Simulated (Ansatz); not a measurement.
Given:

S:
```yaml
crystal:
  lattice:
    - [0.00000, 6.34459, 12.19543]
    - [5.16452, 0.00000, 12.19543]
    - [5.16452, 6.34459, 0.00000]
  atoms:
    - { symbol: S, position: [0.88595, 0.76261, 0.77373] }
    - { symbol: S, position: [0.76261, 0.88595, 0.57770] }
    - { symbol: S, position: [0.57770, 0.77373, 0.76261] }
    - { symbol: S, position: [0.77373, 0.57770, 0.88595] }
    - { symbol: S, position: [0.36405, 0.48739, 0.47627] }
    - { symbol: S, position: [0.48739, 0.36405, 0.67230] }
    - { symbol: S, position: [0.67230, 0.47627, 0.48739] }
    - { symbol: S, position: [0.47627, 0.67230, 0.36405] }
    - { symbol: S, position: [0.81954, 0.93579, 0.90219] }
    - { symbol: S, position: [0.93579, 0.81954, 0.34248] }
    - { symbol: S, position: [0.34248, 0.90219, 0.93579] }
    - { symbol: S, position: [0.90219, 0.34248, 0.81954] }
    - { symbol: S, position: [0.43046, 0.31421, 0.34781] }
    - { symbol: S, position: [0.31421, 0.43046, 0.90752] }
    - { symbol: S, position: [0.90752, 0.34781, 0.31421] }
    - { symbol: S, position: [0.34781, 0.90752, 0.43046] }
    - { symbol: S, position: [0.02035, 0.88228, 0.80010] }
    - { symbol: S, position: [0.88228, 0.02035, 0.29727] }
    - { symbol: S, position: [0.29727, 0.80010, 0.88228] }
    - { symbol: S, position: [0.80010, 0.29727, 0.02035] }
    - { symbol: S, position: [0.22965, 0.36772, 0.44990] }
    - { symbol: S, position: [0.36772, 0.22965, 0.95273] }
    - { symbol: S, position: [0.95273, 0.44990, 0.36772] }
    - { symbol: S, position: [0.44990, 0.95273, 0.22965] }
    - { symbol: S, position: [0.95084, 0.06036, 0.61992] }
    - { symbol: S, position: [0.06036, 0.95084, 0.36888] }
    - { symbol: S, position: [0.36888, 0.61992, 0.06036] }
    - { symbol: S, position: [0.61992, 0.36888, 0.95084] }
    - { symbol: S, position: [0.29916, 0.18964, 0.63008] }
    - { symbol: S, position: [0.18964, 0.29916, 0.88112] }
    - { symbol: S, position: [0.88112, 0.63008, 0.18964] }
    - { symbol: S, position: [0.63008, 0.88112, 0.29916] }
```

This is the PBE+D3(BJ)-relaxed structure.

Question: All from PBE+D3(BJ) in the plane-wave PAW code Ansatz, unless another level is named. Predict the band gap.

Answer: 1.92 eV (indirect).

Question: What about the smallest direct gap on the standard path?

Answer: 2.06 eV.

Question: Predict the valence-band maximum.

Answer: at Γ.

Space group Fddd (α-S8). Symmetry was held in the PBE+D3(BJ) relaxation.

Potentials: the earlier of the program's two PAW sets.
